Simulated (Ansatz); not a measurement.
A generated cell, in the space group of a known form (sites not compared), of GePt: Pnma (No. 62), oP8; a = 5.819 Å, b = 3.757 Å, c = 6.175 Å, α = β = γ = 90.00°; Pt 4c (0.498, 0.250, 0.308); Ge 4c (0.186, 0.250, 0.588). The numbers are results of PBE (plane waves to 420 eV, PAW, scalar-relativistic; Ansatz, a first-principles code), not measurements. Element references, the lowest calculated here: Pt (Fm-3m), Ge (Fd-3m).

Total energies (eV/atom, σ → 0; comparable only within this code, potentials and settings):

```csv
phase,E (eV/atom)
GePt (Pnma),-8409.465
Pt (Fm-3m),-12523.016
Ge (Fd-3m),-4294.984
```

**Question.** What is the formation energy of this Pnma form of GePt from the elements?

**Answer.** E_f = -8409.465 − [1 × (-4294.984) + 1 × (-12523.016)] / 2 = -0.47 eV/atom (-0.9 eV per formula unit).

A lower structure of this composition may exist.

Static energies, no anion corrections, no zero-point energy. Values are rounded to 0.01 eV/atom. Not shown to be the ambient phase of their composition (a lower form may be missing, and a cell relaxed within its start's symmetry can be a saddle point): GePt (Pnma). Spin-orbit coupling is missing from these energies, which matters for elements this heavy. The compounds carry no spin polarisation.
